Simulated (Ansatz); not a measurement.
**TiCd: relaxation (Ansatz)**

The input file (Ansatz 0.2.0, plane waves):

```yaml
crystal:
  lattice:
    - [2.887166, 0.0, 0.0]
    - [0.0, 2.887166, 0.0]
    - [0.0, 0.0, 8.902096]
  atoms:
    - { symbol: Ti, position: [0.0, 0.5, 0.608] }
    - { symbol: Ti, position: [0.5, 0.0, 0.392] }
    - { symbol: Cd, position: [0.0, 0.5, 0.13] }
    - { symbol: Cd, position: [0.5, 0.0, 0.87] }
  symmetry: { tolerance: 0.0003 }
kpoints:
  mp_grid: { grid: [6, 6, 2], shift: [0, 0, 0] }
magnetization:
  noncollinear: true
  spin_orbit: true
scf:
  occupations: { method: fermi_dirac }
  lower_state_search: "off"
hamiltonian:
  pseudopotentials: { kind: paw_fr }
  xc: r2scan
basis:
  ecutwfc: 500
  fft_grid_basis: typed
relax:
  max_steps: 60
  cell: { p_target: 0.0 }
output:
  forces: true
  stress: true
  eigenvalues: true
  bader: true
  populations: true
  elf: true
  write_potential: true
  volumetric_format: npy
  dos:
    e_range: [-12, 8]
    de: 0.05
    projected: { site_lists: { Cd: [Cd], Ti: [Ti] } }
    method: { smearing: { sigma: 0.1, scheme: gaussian } }
  write_density: true
checkpoint:
  read: saved_state
```

The command:

```bash
ansatz run input.yaml --threads 2 --pin off --max-ram 2560MiB --backend cpu --events-out ev --progress --plain --runs-dir out
```

Origin of the cell: a database entry, scaled a little.

The smearing width isn't typed, so it takes its default of 0.1 eV.

The saved state is a converged single point of the same cell.

Steps («new basis» is an SCF on plane waves selected anew at the same cell):

| step | ΔF (meV/atom) | max force component (eV/Å) | P (GPa) | volume (Å³) | SCF iterations | step was |
| --- | --- | --- | --- | --- | --- | --- |
| 1 | 0.0 | 0.326 | 1.14 | 74.21 | 8 | accepted |
| 2 | -0.8 | 0.343 | -0.97 | 75.59 | 10 | accepted |
| 3 | -4.4 | 0.014 | -0.20 | 75.09 | 8 | accepted |
| 4 | -4.5 | 0.002 | 0.02 | 74.90 | 9 | accepted |
| 5 | -4.6 | 0.002 | 0.02 | 74.90 | 6 | new basis |
| 6 | -4.6 | 0.000 | 0.00 | 74.93 | 6 | accepted |
| 7 | -4.6 | 0.000 | 0.00 | 74.93 | 6 | new basis |

The starting structure.

Space group P4/nmm (No. 129); the run's cell has a = 2.887 Å, b = 2.887 Å, c = 8.902 Å, α = 90.00°, β = 90.00°, γ = 90.00°. Shortest distances: Ti–Ti 2.80 Å, Cd–Cd 2.89 Å, Cd–Ti 3.10 Å.

The relaxed structure.

Space group P4/nmm (No. 129); the run's cell has a = 2.879 Å, b = 2.879 Å, c = 9.041 Å, α = 90.00°, β = 90.00°, γ = 90.00°. Shortest distances: Ti–Ti 2.84 Å, Cd–Cd 2.88 Å, Cd–Ti 3.09 Å.

```xyz
4
Lattice="2.8787 0.0000 0.0000 0.0000 2.8787 0.0000 0.0000 0.0000 9.0415" Properties=species:S:1:pos:R:3 pbc="T T T"
Ti    0.0000    1.4394    5.5121
Ti    1.4394    0.0000    3.5294
Cd    0.0000    1.4394    1.2053
Cd    1.4394    0.0000    7.8362
```

| Quantity | Value |
| --- | --- |
| Free energy lowered by | 4.6 meV/atom |
| Volume change | 0.97 % |
| Final pressure | 0.00 GPa |
| Relaxation steps listed | 7 |
| Formation energy (elements under the same functional, gases as molecules, uncorrected) | -0.079 eV/atom |

Caveats: no moments, though an odd count or open d shells may carry them; the k mesh is coarse if the cell is a metal; the relaxation held the start's symmetry, so the end may be a saddle point.

The run took 4 min on 2 threads of Arm Neoverse V1 (shared host), peak memory 0.93 GiB, from a saved density.
